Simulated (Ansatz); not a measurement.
The elements of this relaxed trial crystal are hidden behind letters.

```
lattice vectors (Å)
   4.9107    0.0000    0.0000
   0.0000    2.6787    0.0000
  -1.6475    0.0000    6.1709
fractional positions
X 0.7998 0.7500 0.9016
X 0.2192 0.2500 0.4588
X 0.2002 0.2500 0.0984
X 0.7808 0.7500 0.5412
Z 0.3970 0.2500 0.8239
Z 0.6030 0.7500 0.1761
```

These are results of Ansatz 0.2.0, DFT PBE, scalar-relativistic, plane waves, PAW, not measurements. Plane waves to 420 eV, an 8×14×6 mesh through Γ for the 6-atom cell and 0.10 eV Gaussian smearing; no spin polarisation.

| Property | Result |
| --- | --- |
| Space group | P2_1/m (No. 11) |
| Conventional cell | a = 4.911 Å, b = 2.679 Å, c = 6.387 Å, β = 104.9° |
| Volume per atom | 13.53 Å³ |
| Density | 9.05 g/cm³ |
| Formation energy | −0.10 eV/atom |
| Gap on the 8×14×6 mesh of the 6-atom cell | 0 eV (a metal) |

Energies are uncorrected and count from the elements' standard states at the same level.

Question: X is a d-block element of period 5 and Z is a p-block element of period 2. Which elements are they?

Answer: X = Ru, Z = F, so the formula is Ru2F. Density times volume gives a mean mass of 9.05 × 13.53/1.6605 = 73.7 u per atom, and this set has 73.7 u. Ru on its first site has 3 F at 2.21–2.33 Å, 1 Ru at 2.28 Å, 2 Ru at 2.44 Å and 2 Ru at 2.68 Å; Ru on its second site has 1 F at 2.27 Å, 1 Ru at 2.28 Å, 4 Ru at 2.68–2.70 Å and 2 Ru at 2.99 Å; around F lie 4 Ru at 2.21–2.33 Å and 4 F at 2.59–2.68 Å. Other sets within the hints have nearly the same mass, so mass alone doesn't settle it; this one was computed.

This cell was reached by moving the atoms of another relaxed cell at random and relaxing again, last within the group found; it had no such test of its own.
